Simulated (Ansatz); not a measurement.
One crystal and one scan (energy over volume and axial ratio) at two levels, PBE (plane waves to 420 eV, PAW, scalar-relativistic; Ansatz, a quantum-chemistry and plane-wave program) and r2SCAN (plane waves to 500 eV, PAW, scalar-relativistic; Ansatz), each from its own relaxed cell and on its own mesh.

The crystal is CuI (zinc blende); volume and axial ratio are varied about the relaxed values (subscript 0).

The energy includes the smearing's −TS. CuI is run without spin polarisation. CuI was relaxed with its symmetry unable to fall. Spin-orbit coupling is left out, though I is heavy. The PAW data are Ansatz's earlier set. Both scans cover V/V₀ from 0.920 to 1.080 and (c/a)/(c/a)₀ from 0.960 to 1.040.

| quantity | run 1 | run 2 |
|---|---|---|
| Lattice constant a (Å) | 6.078 | 6.021 |
| Shear modulus C′ = (C11 − C12)/2 (fit, atoms clamped) (GPa) | 8.9 | 9.2 |

Q: Which run is which level?

A: Run 1 is PBE, run 2 is r2SCAN. PBE gives the higher value for: lattice constant a. PBE gives the lower value for: shear modulus C′. Neither level is exact: the differences show how much the result hangs on the functional.

(A scan under strain: stresses follow from slopes of the energy per volume, elastic moduli from its curvatures.)
